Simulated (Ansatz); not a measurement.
This run works on a generated trial structure, not on a known crystal.

Input and command of a plane-wave DFT calculation in Ansatz:

```yaml
crystal:
  lattice:
    - [6.7944086222, 0.0, 0.0]
    - [-3.3972043111, 5.8841304705, 0.0]
    - [0.0, 0.0, 6.4839011916]
  atoms:
    - { symbol: Ca, position: [0.5, 0.0, 0.5] }
    - { symbol: Ca, position: [0.5, 0.5, 0.5] }
    - { symbol: Ca, position: [0.0, 0.5, 0.5] }
    - { symbol: Ca, position: [0.3333333333, 0.6666666667, 0.0] }
    - { symbol: Ca, position: [0.6666666667, 0.3333333333, 0.0] }
    - { symbol: O, position: [0.0, 0.0, 0.0] }
basis:
  ecutwfc: 420
kpoints:
  mp_grid: { grid: [6, 6, 6] }
hamiltonian:
  xc: pbe
scf:
  occupations: { method: gaussian, width: 0.1 }
output:
  forces: true
  stress: true
  eigenvalues: true
  write_density: true
  write_potential: true
  elf: true
  volumetric_format: npy
relax:
  adjacent_minimum: "off"
  f_tol: 0.01
  max_steps: 80
  cell: { stress_tol: 0.05 }
```

```bash
ansatz run input.yaml --threads 1 --pin off --max-ram 2048MiB --backend cpu --events-out ev --progress --plain --runs-dir out
```

Processor: Arm Neoverse V1, 1 thread, on a host shared with other jobs.

**Question.** Estimate time, memory and problem size.

**Answer.** About 62 s, peak memory 0.53 GiB. It solves 34 bands at 28 k points (after reduction by symmetry) with about 5133 plane waves (on the last cell), in 28 SCF iterations over 4 ionic steps.
